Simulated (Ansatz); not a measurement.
## Al: from a starting cell to a relaxed one

The start is a relaxed Al cell shaken by Gaussian noise of σ = 0.08 Å a coordinate. A full variable-cell relaxation at zero pressure is run with r2SCAN (plane waves to 500 eV, PAW, scalar-relativistic; Ansatz, a program for electronic structure). The first steps use a coarse 7×7×7 k-mesh.

Initial structure:
```yaml
crystal:
  lattice:
    - [5.06975, 0.00000, 0.00000]
    - [0.00000, 5.06975, 0.00000]
    - [0.00000, 0.00000, 5.06975]
  atoms:
    - { symbol: Al, position: [0.26658, 0.00058, 0.51756] }
    - { symbol: Al, position: [0.72378, 0.99728, 0.50063] }
    - { symbol: Al, position: [0.97793, 0.50256, 0.25202] }
    - { symbol: Al, position: [0.00524, 0.50548, 0.76616] }
    - { symbol: Al, position: [0.49050, 0.23438, 0.99597] }
    - { symbol: Al, position: [0.49445, 0.75627, 0.00549] }
    - { symbol: Al, position: [0.98904, 0.03214, 0.98517] }
    - { symbol: Al, position: [0.52574, 0.49509, 0.49468] }
```

Which atoms feel the largest initial force, and how large is it?

2.57 eV/Å, on Al2 (atoms numbered as listed).

How much energy is released per atom?

0.07 eV/atom.

Does it find its way back to the structure it was made from?

The parent structure is recovered, Pm-3n (No. 223).

How do the shortest distances between atoms change?

The closest pairs of elements (up to four, under 3.6 Å), start → end: Al–Al 2.32 → 2.54 Å.

What band gap does the relaxed structure have at this level?

Zero (metallic).

Final structure:

Space group Pm-3n (No. 223); a = b = c = 5.070 Å, α = β = γ = 90.00°

```
atom  site  symmetry       x       y       z
----  ----  --------  ------  ------  ------
Al      6d     -4m.2  0.0000  0.2500  0.5000
Al      2a      m-3.  0.0000  0.0000  0.0000
```

Final values are on a 9×9×9 k-mesh of the relaxed cell. No spin polarisation in the result.

The relaxed structure here is a generated cell of Al: the first start was made by placing the elements on the sites of a structure type, and the end was not matched to a known phase here, so it may be hypothetical. Known forms of Al include space group No. 225.
